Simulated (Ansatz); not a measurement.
This run works on a generated trial structure, not on a known crystal.

Input and command of a plane-wave DFT calculation in Ansatz:

```yaml
crystal:
  lattice:
    - [3.8764275304, 0.0, 0.0]
    - [-1.9382137652, 3.3570847173, 0.0]
    - [0.0, 0.0, 6.5255994239]
  atoms:
    - { symbol: Sb, position: [0.0, 0.0, 0.1810891908] }
    - { symbol: As, position: [0.0, 0.0, 0.7635445148] }
    - { symbol: F, position: [0.3333333333, 0.6666666667, 0.7676556822] }
    - { symbol: F, position: [0.6666666667, 0.3333333333, 0.7676556822] }
basis:
  ecutwfc: 420
kpoints:
  mp_grid: { grid: [12, 12, 8] }
hamiltonian:
  xc: pbe
scf:
  occupations: { method: gaussian, width: 0.1 }
output:
  forces: true
  stress: true
  eigenvalues: true
relax:
  adjacent_minimum: "off"
  f_tol: 0.01
  max_steps: 80
  cell: { stress_tol: 0.05 }
```

```bash
ansatz run input.yaml --threads 1 --pin off --max-ram 2560MiB --backend cpu --events-out ev --progress --plain --runs-dir out
```

Processor: Arm Neoverse V2, 1 thread, on a host shared with other jobs.

**Question.** Estimate time, memory and problem size.

**Answer.** About 2.2 min, peak memory 0.46 GiB. It solves 27 bands at 95 k points (after reduction by symmetry) with about 1641 plane waves (on the last cell), in 46 SCF iterations over 7 ionic steps.
